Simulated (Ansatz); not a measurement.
Relaxed-ion elastic tensor of AlPt in space group P2_13 (No. 198; Al on 4a, Pt on 4a) in GPa (Voigt order), plane-wave PAW r²SCAN (Ansatz code); density 12.71 g/cm³, 14.50 Å³ per atom.

```
 320   145   145   0.0   0.0   0.0
 145   320   145   0.0   0.0   0.0
 145   145   320   0.0   0.0   0.0
 0.0   0.0   0.0  80.1   0.0   0.0
 0.0   0.0   0.0   0.0  80.1   0.0
 0.0   0.0   0.0   0.0   0.0  80.1
```

Question: Is the crystal mechanically stable?

Answer: Yes: the smallest eigenvalue of C is 80.1 GPa.

Question: Work out the Voigt, Reuss and Hill averages.

Answer: K_V = 203, K_R = 203, K_H = 203; G_V = 83.1, G_R = 82.9, G_H = 83.0 GPa.

Question: Give Young's modulus, Poisson's ratio, Pugh's ratio and the universal anisotropy index.

Answer: E = 9KG/(3K + G) = 219 GPa; ν = 0.32; K/G = 2.45 (ductile by the Pugh limit of 1.75); A_U = 5G_V/G_R + K_V/K_R − 6 = 0.01.

Question: Estimate the sound speeds and the Debye temperature.

Answer: v_l = √((K + 4G/3)/ρ) = 4970 m/s, v_t = √(G/ρ) = 2560 m/s, mean 2860 m/s; Θ = (h/k)(3n/4πV)^(1/3) v_m = 349 K.

Question: Give the Zener ratio and Young's modulus along [100], [110] and [111].

Answer: A = 2C44/(C11 − C12) = 0.91; 1/E = S11 − 2(S11 − S12 − S44/2)Γ with Γ = 0, 1/4, 1/3 gives 230, 216, 212 GPa.

Question: Solve the Christoffel equation for the three sound speeds along [100], [110], [111].

Answer: Eigenvalues of C_ijkl n_j n_l equal ρv². In km/s, slowest first: [100] 2.51, 2.51, 5.02; [110] 2.51, 2.63, 4.96; [111] 2.59, 2.59, 4.94.

The first step of the workflow began from a Materials Project structure, measured or hypothetical; the Crystallography Open Database copy checked does not list it. With Al and Pt taken as one species the cell has the higher symmetry Pa-3, so it may be an ordered model of a mixed-site phase. Its standing as an ambient phase is unchecked. Symmetry was held in the r²SCAN relaxation; whether a distortion lowers the energy is not shown. The run is not spin-polarised. As this level gives no gap, shear constants depend on the k-mesh and smearing (Fermi–Dirac, 0.1 eV here). Spin–orbit coupling is left out wherever it is not named.

Potentials: the earlier of the program's two PAW sets.
